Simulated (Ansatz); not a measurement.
InP in space group P6_422 (No. 181; In on 3c, P on 3d) at seven volumes, r²SCAN (plane waves, PAW; program Ansatz), shape and atoms relaxed at each. One row is withheld.

| V (Å³/atom) | P (GPa) |
|---|---|
| 21.033 | 8.68 |
| 21.727 | 5.29 |
| 22.420 | 2.42 |
| 23.114 | 0.00 |
| 23.807 | ? |
| 24.500 | -3.77 |
| 25.194 | -5.15 |

Problem. Fit the shown pressures and predict the withheld one.

Solution. P = (3/2)B₀(x^(7/2) − x^(5/2))[1 + (3/4)(B′ − 4)(x − 1)] with x = (V₀/V)^(2/3). Least squares on the six rows gives V₀ = 23.114 Å³/atom, B₀ = 73.6 GPa, B′ = 4.74. At V = 23.807, x = 0.9805 and P = -2.03 GPa. The run itself gave -2.04 GPa.

The start of the workflow was typed in or built on a structure type; neither database checked (COD, Materials Project) lists it. It is not the phase usual at ambient conditions (space group No. 216). Symmetry was held in the r²SCAN relaxation; whether a distortion lowers the energy is not shown.

Potentials: the later of the program's two PAW sets.
